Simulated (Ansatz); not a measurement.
# Kick test of a cell of TiSi4Mo

The structure comes from a generated guess, relaxed at this level; another structure or a mixture of phases may lie lower.

All numbers below come from Ansatz, DFT PBE, scalar-relativistic, plane waves, PAW. Settings: cutoff 420 eV, Γ-centred mesh 10×10×10 on the computed 6-atom cell, Gaussian smearing of 0.10 eV; no spin polarisation.

The cell below (6 atoms, space group F222 (No. 22)) is relaxed within its symmetry.

```
Ti Si Mo
1.0
     0.00000    4.14331    4.28104
     2.34523    0.00000    4.28104
     2.34523    4.14331    0.00000
Ti Si Mo
1 4 1
Cartesian
  3.5178 6.2150 6.4216
  2.3452 6.9647 4.2810
  2.3452 1.3220 4.2810
  1.1726 0.8051 2.1405
  1.1726 3.3382 2.1405
  2.3452 4.1433 4.2810
```

For the test a repeat of it with 12 atoms (edges 4.76, 4.88, 7.58 Å) was strained at random (σ = 1.5 % a component), the atoms were moved at random (σ = 0.05 Å), and all was relaxed again on a coarse 6×6×4 mesh (in the run’s order of axes) with 0.20 eV smearing, with no symmetry imposed.

Task: What happens?

Result: It returns, within 1 meV/atom of the unmoved cell on that mesh and with the same symmetry when read at 0.1 Å. No instability shows in this cell; modes of other wave vectors, which need another repeat, aren't tested.
